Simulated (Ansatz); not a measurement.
CsPbCl$_{3}$ (cubic perovskite, Pm-3m), plane-wave PAW PBE (Ansatz code), all energies at zero smearing, with the estimated change up to a 700 eV cutoff added, with one set of potentials and settings (totals compare only within such a set). Cell of 5 atoms (1 Cs, 1 Pb, 3 Cl): -20823.348 eV.

| element | reference phase | E (eV/atom) |
|---|---|---|
| Cs | P6_3/mmc, 2 atoms in the cell | -5670.7673 |
| Pb | Fm-3m, 1 atoms in the cell | -11906.4191 |
| Cl | Cmce, 4 atoms in the cell | -1079.4982 |

Formation energy per atom, worked out: (-20823.348 − 1×(-5670.7673) − 1×(-11906.4191) − 3×(-1079.4982))/5 = -1.533 eV/atom (-148 kJ per mol of atoms), at 0 K, without zero-point energy or fitted corrections.

This is a known high-temperature phase of the composition, computed here at zero pressure and temperature. Symmetry was held in the PBE relaxation; phonons on a q-mesh show weakly imaginary modes. The references are the lowest solids computed at this level, not always the standard phases (solids in place of the gases). Scalar-relativistic: spin–orbit coupling is off unless named, which matters more the heavier the elements.

Potentials: the later of the program's two PAW sets.
